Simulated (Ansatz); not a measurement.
Relaxed Hf (hcp, Mg type):

```
CELL_PARAMETERS angstrom
      6.40842     0.00000     0.00000
     -1.60210     2.77493     0.00000
      0.00000     0.00000     5.06906
ATOMIC_POSITIONS crystal
  Hf 0.16667 0.66667 0.75000
  Hf 0.66667 0.66667 0.75000
  Hf 0.33333 0.33333 0.25000
  Hf 0.83333 0.33333 0.25000
```

A phonon eigenvector at M = (0.5, 0.0, 0.0) is frozen into this cell: atom i moves by Q times the vector below, so Q is the largest atomic displacement, in Å. The cell is held. (q is in reciprocal vectors of the primitive cell; the cell shown is doubled to hold the pattern.)

```json
[
 {"atom": "Hf1", "x": "0.000", "y": "0.000", "z": "1.000"},
 {"atom": "Hf2", "x": "0.000", "y": "0.000", "z": "-1.000"},
 {"atom": "Hf3", "x": "0.000", "y": "0.000", "z": "1.000"},
 {"atom": "Hf4", "x": "0.000", "y": "0.000", "z": "-1.000"}
]
```

All values below come from PBE (plane waves to 420 eV, PAW, scalar-relativistic; Ansatz, an electronic-structure program). k mesh 17×17×9 (Γ-centred), Fermi-Dirac smearing 0.05 eV. Energies are smeared free energies. With partly filled bands, energies and forces of such displacements shift with the k mesh and the smearing. Hf is run without spin polarisation. Hf was relaxed with its symmetry unable to fall. Spin-orbit coupling is left out, though Hf is heavy. ΔE is measured from the undisplaced structure. The last digit holds for this mesh only.

```tsv
Q (Å)	ΔE (meV/cell)
-0.180	248.4
-0.150	168.8
-0.120	withheld
-0.090	58.3
-0.060	25.4
-0.030	6.3
0.000	0.0
0.030	6.3
0.060	25.4
0.090	58.3
0.120	withheld
0.150	168.8
0.180	248.4
```

Task: Fit an even polynomial form (powers 2, 4, 6) to the given rows and predict ΔE at Q = 0.120.

Result: Least squares on the 11 given rows: ΔE = (6978)·Q² + (28030)·Q⁴ + (-209100)·Q⁶, in meV/cell with Q in Å; root-mean-square residual 0.04 meV/cell. At 0.120 the fit gives 105.7 meV/cell; the calculation gives 105.9 meV/cell, so the interpolation is off by -0.2 (-0.2 %). The quadratic term alone would give 100.5 meV/cell.

(For displaced atoms, the force is minus the slope of the energy, and its curvature is a force constant, which sets phonon frequencies.)
